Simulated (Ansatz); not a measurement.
Relaxation of a generated cell, Bi built in the diamond structure type; 2 atoms in the cell, which starts as Fd-3m, origin choice 1 (No. 227), cF8; a = b = c = 6.5059 Å, α = β = γ = 90.00°. These are PBE (plane waves to 420 eV, PAW, scalar-relativistic; Ansatz, an electronic-structure program) values and carry that method's errors. Γ-centred k-mesh 9×9×9 on the run's cell (coarser than for final values), Fermi–Dirac smearing 0.05 eV. This is the first round of the run. 

The optimiser's lines from the output (shortened; P is positive under compression):

```
relax step   1: F+E_penalty+E_count = -24796.73221039 eV  Δ(F+E_penalty+E_count) = +0.000e0 eV  max|allowed force component| = 5.551e-17 eV/Å  Δτ_max = 0.0000 Å  P = +20.736 GPa  Ω = 68.844 Å³  (7 SCF iters, dr2 threshold 1.00e-7 eV, accepted)
relax step   2: F+E_penalty+E_count = -24797.66933932 eV  Δ(F+E_penalty+E_count) = -9.371e-1 eV  max|allowed force component| = 2.591e-16 eV/Å  Δτ_max = 0.0000 Å  P = +8.937 GPa  Ω = 79.411 Å³  (5 SCF iters, dr2 threshold 2.00e-7 eV, accepted)
relax step   3: F+E_penalty+E_count = -24798.02247270 eV  Δ(F+E_penalty+E_count) = -3.531e-1 eV  max|allowed force component| = 1.619e-16 eV/Å  Δτ_max = 0.0000 Å  P = +2.564 GPa  Ω = 89.814 Å³  (5 SCF iters, dr2 threshold 2.00e-7 eV, accepted)
relax step   4: F+E_penalty+E_count = -24798.06918712 eV  Δ(F+E_penalty+E_count) = -4.671e-2 eV  max|allowed force component| = 3.331e-16 eV/Å  Δτ_max = 0.0000 Å  P = +0.538 GPa  Ω = 94.804 Å³  (4 SCF iters, dr2 threshold 2.00e-7 eV, accepted)
relax step   5: F+E_penalty+E_count = -24798.07165215 eV  Δ(F+E_penalty+E_count) = -2.465e-3 eV  max|allowed force component| = 6.476e-16 eV/Å  Δτ_max = 0.0000 Å  P = +0.043 GPa  Ω = 96.224 Å³  (4 SCF iters, dr2 threshold 2.00e-7 eV, accepted)
relax step   6: F+E_penalty+E_count = -24798.07166157 eV  Δ(F+E_penalty+E_count) = -9.416e-6 eV  max|allowed force component| = 2.961e-16 eV/Å  Δτ_max = 0.0000 Å  P = +0.001 GPa  Ω = 96.350 Å³  (4 SCF iters, dr2 threshold 4.65e-9 eV, accepted)
relax step   7: F+E_penalty+E_count = -24798.08023656 eV  Δ(F+E_penalty+E_count) = -8.575e-3 eV  max|allowed force component| = 2.961e-16 eV/Å  Δτ_max = 0.0000 Å  P = +0.191 GPa  Ω = 96.350 Å³  stress off target by 1.91e-1 GPa  SCF on the basis re-selected at this cell (its energy is not comparable with the rows above)  (6 SCF iters)
relax step   8: F+E_penalty+E_count = -24798.08057439 eV  Δ(F+E_penalty+E_count) = -3.378e-4 eV  max|allowed force component| = 3.701e-16 eV/Å  Δτ_max = 0.0000 Å  P = +0.013 GPa  Ω = 96.934 Å³  (3 SCF iters, dr2 threshold 9.11e-8 eV, accepted)
relax step   9: F+E_penalty+E_count = -24798.08060966 eV  Δ(F+E_penalty+E_count) = -3.527e-5 eV  max|allowed force component| = 2.591e-16 eV/Å  Δτ_max = 0.0000 Å  P = +0.013 GPa  Ω = 96.934 Å³  stress off target by 1.31e-2 GPa  SCF on the basis re-selected at this cell (its energy is not comparable with the rows above)  (5 SCF iters)
```

From the first to the last row the energy changes by -0.67 eV/atom and the volume by +40.8 %. The last row is marked as not comparable with the walk above it, whose basis was carried along; it does compare with step 1, since both stand on a basis selected at the nominal cutoff for their own cell.

Later rounds, restarted from the end of this one on a renewed k-mesh, logged 6 more steps and released under 0.01 eV/atom more. The final structure after all rounds: Fd-3m, origin choice 1 (No. 227), cF8, diamond type; a = b = c = 7.289 Å, α = β = γ = 90.00°. Between re-selections the logged energies stand on a plane-wave basis carried along with the cell. No spin polarisation in the result.

The run could not lose the symmetry of its start, so the end can be a saddle point.

All atoms sit on sites fixed by symmetry, so only the cell could relax.

The relaxed structure here is a generated cell of Bi: the first start was made by placing the elements on the sites of a structure type, and the end was not matched to a known phase here, so it may be hypothetical. Known forms of Bi include space group No. 166.
